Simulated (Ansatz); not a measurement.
Pb2SeS:
```yaml
crystal:
  lattice:
    - [2.12218, 1.22524, 6.92919]
    - [-2.12218, 1.22524, 6.92919]
    - [0.00000, -2.45048, 6.92919]
  atoms:
    - { symbol: Pb, position: [0.75326, 0.75326, 0.75326] }
    - { symbol: Pb, position: [0.24674, 0.24674, 0.24674] }
    - { symbol: Se, position: [0.00000, 0.00000, 0.00000] }
    - { symbol: S, position: [0.50000, 0.50000, 0.50000] }
```

PBEsol in the plane-wave PAW code Ansatz gives a gap of 0.17 eV without spin–orbit coupling, maximum at Γ, minimum at F.

### Question
What happens when spin–orbit coupling is switched on?

### Answer
The gap increases by 0.09 eV, to 0.26 eV; maximum at F, minimum at F. The small gap may have closed and reopened with inverted band order, as semilocal functionals often give for heavy narrow-gap crystals.

Space group R-3m. The first step of the workflow began from a Materials Project structure, measured or hypothetical; the Crystallography Open Database copy checked does not list it. Whether it is the stable phase at ambient conditions was not checked. Symmetry was held in the PBEsol relaxation; its stability against distortions is not shown here.

Potentials: the later of the program's two PAW sets.
